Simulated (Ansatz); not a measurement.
Relaxed AgCl (rock salt):

```
CELL_PARAMETERS angstrom
      0.00000     5.54504     5.54504
      2.77252     0.00000     2.77252
      2.77252     2.77252     0.00000
ATOMIC_POSITIONS crystal
  Cl 0.00000 0.00000 0.00000
  Cl 0.50000 0.00000 0.00000
  Ag 0.25000 0.50000 0.50000
  Ag 0.75000 0.50000 0.50000
```

In each cell atom 1 (Cl, nearest neighbour Ag at 2.773 Å; its periodic images, 3.9 Å or more away, move with it) moves by s·(0.000, 0.000, 1.000) (along Cartesian z), the rest being held.

All values below come from r2SCAN (plane waves to 500 eV, PAW, scalar-relativistic; Ansatz, a first-principles code). k mesh 4×8×8 (Γ-centred), Fermi-Dirac smearing 0.05 eV. The energy includes the smearing's −TS. AgCl was relaxed with its symmetry unable to fall. ΔE is measured from the undisplaced structure.

| s (Å) | ΔE (meV/cell) |
|---|---|
| -0.280 | withheld |
| -0.224 | 48.2 |
| -0.168 | 25.6 |
| -0.112 | 10.9 |
| -0.056 | 2.7 |
| 0.000 | 0.0 |
| 0.056 | 2.7 |
| 0.112 | 10.9 |
| 0.168 | 25.6 |
| 0.224 | 48.2 |
| 0.280 | withheld |

### Question
Fit an even polynomial form (powers 2, 4) to the given rows and predict ΔE at s = -0.280.

### Answer
Least squares on the 9 given rows: ΔE = (838.8)·s² + (2426)·s⁴, in meV/cell with s in Å; root-mean-square residual 0.02 meV/cell. At -0.280 the fit gives 80.7 meV/cell; the calculation gives 80.7 meV/cell, the same to the digits shown. The quadratic term alone would give 65.8 meV/cell.

(A displaced cell: forces are minus the slopes of the energy, force constants its curvatures, and phonons follow from these.)
